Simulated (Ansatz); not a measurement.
**ZrTi$_{3}$C$_{4}$: phonons across the zone**

All numbers below come from DFT PBE, scalar-relativistic, plane waves, PAW in Ansatz. Settings: 420 eV plane-wave cutoff, Γ-centred 12×12×12 mesh, Fermi-Dirac smearing of 0.15 eV. No spin polarisation. Phonons by linear response, acoustic sum rule imposed.

The cell, relaxed at this level:
```xyz
8
Lattice="-2.2246 2.2246 4.4294 2.2246 -2.2246 4.4294 2.2246 2.2246 -4.4294" Properties=species:S:1:pos:R:3 pbc="T T T"
Zr    0.0000    0.0000    4.4294
Ti    0.0000    0.0000    0.0000
Ti    0.0000    2.2246    2.2147
Ti    2.2246    0.0000    2.2147
C     0.0000    0.0000    2.1609
C     2.2246    0.0000    0.0000
C     0.0000    0.0000    6.6980
C     0.0000    2.2246    0.0000
```

The structure comes from a generated guess, relaxed at this level; another structure or a mixture of phases may lie lower. In a metal, frequencies and elastic constants depend on the k mesh and the smearing, soft modes and shear constants most. The q mesh is coarse, so values between its points are rough.

Force constants from linear response on a 2×2×2 q mesh.

Path: Γ–X–P–N–Γ–M–S | S0–Γ | X–R | G–M. Only the points of the 2×2×2 mesh were computed; the rest is interpolation, which is rough on so few points. On the mesh no mode is imaginary. Distance along the path (Å⁻¹), then the branches (cm⁻¹, negative for imaginary):
```
0.000  0 0 0 249 249 283 283 293 294 294 323 323 412 412 438 454 454 509 509 556 597 658 658 666
0.250  54 71 124 252 262 269 275 282 289 315 326 340 428 441 445 468 484 506 510 573 595 652 664 688
0.499  108 135 225 245 254 254 262 266 306 316 361 370 448 462 491 498 507 511 541 590 609 652 675 729
0.749  164 182 232 236 240 242 246 288 307 346 391 395 457 487 490 499 504 551 586 591 638 663 683 764
0.999  197 211 216 222 226 236 253 268 345 346 403 405 461 486 493 495 506 559 584 612 649 670 686 777
1.087  197 211 217 222 226 237 253 266 347 349 401 403 462 486 494 495 506 557 588 613 647 669 686 777
1.176  198 212 218 222 225 240 252 262 354 357 396 398 465 483 495 496 505 553 596 617 643 665 686 776
1.265  199 213 219 221 223 244 251 255 364 368 388 389 470 479 495 498 504 550 604 622 636 661 685 775
1.353  199 213 220 221 221 249 249 250 371 379 379 381 475 475 495 501 501 549 608 629 629 659 685 775
1.530  195 204 208 231 236 240 253 259 361 364 376 382 474 475 490 501 502 548 607 621 622 655 684 768
1.706  186 189 208 226 244 252 262 265 338 340 363 372 466 475 477 500 503 544 602 604 609 647 678 754
1.883  178 181 216 218 251 259 273 275 310 315 346 357 444 472 472 496 502 538 589 592 608 641 666 744
2.059  176 178 213 226 252 261 278 284 296 304 336 349 432 469 470 495 501 535 584 588 608 638 660 740
2.257  149 153 225 241 248 262 268 273 288 321 333 347 428 466 470 497 500 526 554 592 606 639 659 730
2.454  105 108 178 249 254 268 272 274 291 316 329 341 421 454 467 487 501 504 511 577 602 645 659 704
2.652  54 55 94 252 257 267 280 286 294 308 322 331 415 434 446 459 470 506 510 561 598 653 658 678
2.849  0 0 0 249 249 283 283 293 294 294 323 323 412 412 438 454 454 509 509 556 597 658 658 666
3.027  52 52 85 245 245 277 277 287 300 300 316 322 412 412 450 450 458 509 509 538 607 652 657 657
3.204  99 99 159 233 233 269 269 270 299 306 306 315 409 409 438 438 492 505 508 508 609 639 654 654
3.381  140 140 214 216 216 254 263 263 279 299 311 311 406 406 428 428 442 506 506 550 574 651 651 661
3.559  161 161 202 202 228 260 260 269 271 274 312 312 404 404 419 424 424 506 506 557 568 650 650 671
3.691  164 166 197 205 231 258 262 271 276 281 312 312 406 417 420 426 434 506 513 558 569 651 654 673
3.823  171 177 189 213 233 254 271 272 294 298 309 310 413 424 432 449 459 506 533 560 572 653 659 685
3.955  180 186 191 224 230 248 276 283 304 306 314 318 421 429 442 485 488 505 556 564 581 655 660 708
4.087  185 185 207 223 237 242 282 286 301 302 331 336 428 435 454 500 504 520 569 573 596 658 660 729
4.197  179 180 220 221 244 248 272 289 295 306 341 347 431 438 464 502 507 536 574 577 607 659 660 740
4.418  142 146 220 231 250 260 266 283 301 303 345 356 429 442 484 491 510 534 552 584 610 656 660 736
4.639  90 93 147 252 260 271 278 279 285 313 331 345 420 441 472 480 500 504 511 584 593 653 659 704
4.860  31 32 52 251 253 274 283 291 293 302 322 327 413 422 439 457 461 508 510 560 597 656 658 672
4.971  197 211 216 222 226 236 253 268 345 346 403 405 461 486 493 495 506 559 584 612 649 670 686 777
5.034  197 212 217 222 226 236 253 268 344 346 402 404 460 486 493 494 506 559 584 611 648 670 686 776
5.097  197 213 219 221 226 234 252 268 342 344 398 401 459 487 492 493 506 558 583 609 644 668 685 773
5.160  196 213 220 222 226 233 250 269 339 342 393 395 456 488 490 491 505 556 581 605 639 667 684 768
5.223  196 211 218 222 229 234 248 269 335 340 386 388 454 487 487 488 503 553 579 599 632 665 682 762
5.316  195 206 216 216 236 242 245 270 328 334 373 374 448 480 482 489 498 547 575 588 619 662 679 749
5.503  189 192 198 210 240 252 258 272 314 322 338 339 435 457 464 478 480 530 559 567 590 658 670 717
5.689  173 178 193 206 236 260 262 272 299 302 309 314 424 428 440 443 454 515 529 560 573 657 659 686
5.876  162 163 200 203 230 260 260 271 273 278 312 312 407 408 420 427 428 507 508 557 569 651 652 672
```
